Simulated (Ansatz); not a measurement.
**Property card for LaSb**

LaSb:
```cif
data_La4Sb4
_chemical_formula_sum 'La4 Sb4'
_space_group_name_H-M_alt 'Fm-3m'
_space_group_IT_number 225
_space_group_name_Hall '-F 4 2 3'
_cell_length_a 6.45258
_cell_length_b 6.45258
_cell_length_c 6.45258
_cell_angle_alpha 90.000
_cell_angle_beta 90.000
_cell_angle_gamma 90.000
loop_
_atom_site_label
_atom_site_type_symbol
_atom_site_symmetry_multiplicity
_atom_site_Wyckoff_symbol
_atom_site_fract_x
_atom_site_fract_y
_atom_site_fract_z
_atom_site_occupancy
La1 La 4 a 0.00000 0.00000 0.00000 1
Sb1 Sb 4 b 0.50000 0.50000 0.50000 1
```
(The calculation used a cell of 2 atoms; values per cell refer to that cell.)

Space group Fm-3m (No. 225), rock salt; conventional cell a = 6.4526 Å, b = 6.4526 Å, c = 6.4526 Å, α = 90.00°, β = 90.00°, γ = 90.00°.

Method: PBEsol in the plane-wave PAW code Ansatz. The cell and atoms are relaxed at this level. Other levels are named where they apply.

### Cell and energy

```yaml
volume_per_atom: 33.58 Å³
density: 6.44 g/cm³
Formation energy from the elements (no fitted shifts): -1.25 eV/atom
```

### Electronic structure

```yaml
electronic_character: metallic (no gap)
Density of states at the Fermi level: 0.12 states/eV per atom (mean over ±0.08 eV)
Gap with spin–orbit coupling: none (metallic)
```

### Mechanics

```yaml
Bulk modulus (Birch–Murnaghan fit): 57.1 GPa
Pressure derivative B′: 4.1
Elastic constants (relaxed ions, GPa): C11 = 143, C12 = 14.2, C44 = 17.8
mechanical_stability: stable (all eigenvalues of C positive)
hill_bulk_and_shear_moduli: 57.1 and 30.7 GPa
Young's modulus: 78.1 GPa
Poisson's ratio: 0.27
debye_temperature_from_the_elastic_constants: 224 K
```

### Phonons

```yaml
highest_zone_centre_frequency: 127 cm⁻¹
zone_centre_stability: no imaginary mode at Γ
```

The workflow started from an entry of the Crystallography Open Database (COD). Its standing as an ambient phase is unchecked. Symmetry was held in the PBEsol relaxation. As this level gives no gap, shear constants depend on the k-mesh and smearing (Fermi–Dirac, 0.1 eV here). As this level gives no gap, phonon frequencies hold no LO–TO term and depend on the k-mesh and smearing (Fermi–Dirac, 0.1 eV here). The references are the lowest solids computed at this level, not always the standard phases. Scalar-relativistic: spin–orbit coupling is off unless named, which matters more the heavier the elements.

Potentials: the later of the program's two PAW sets.
